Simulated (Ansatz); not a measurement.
HfO₂:
```
HfO2
1.0
    0.00000     2.52190     2.52190
    2.52190     0.00000     2.52190
    2.52190     2.52190     0.00000
Hf O
1 2
Direct
  0.00000   0.00000   0.00000
  0.25000   0.25000   0.25000
  0.75000   0.75000   0.75000
```

PBEsol in the plane-wave PAW code Ansatz gives a gap of 3.69 eV without spin–orbit coupling, maximum at X, minimum at X.

Task: What happens when spin–orbit coupling is switched on?

Result: The gap hardly moves, to 3.69 eV; maximum at X, minimum at X.

Task: Give the electron effective mass with spin–orbit coupling.

Result: 0.71, 0.71, 1.1 mₑ (principal values).

Task: Give the hole effective mass with spin–orbit coupling.

Result: 0.28, 3.0, 3.0 mₑ (principal values).

Space group Fm-3m (fluorite). This is a known high-temperature phase of the composition, computed here at zero pressure and temperature. The cell was relaxed with PBEsol under the symmetry of its start; whether a distortion lowers the energy is not shown. The run is not spin-polarised.

Potentials: the later of the program's two PAW sets.
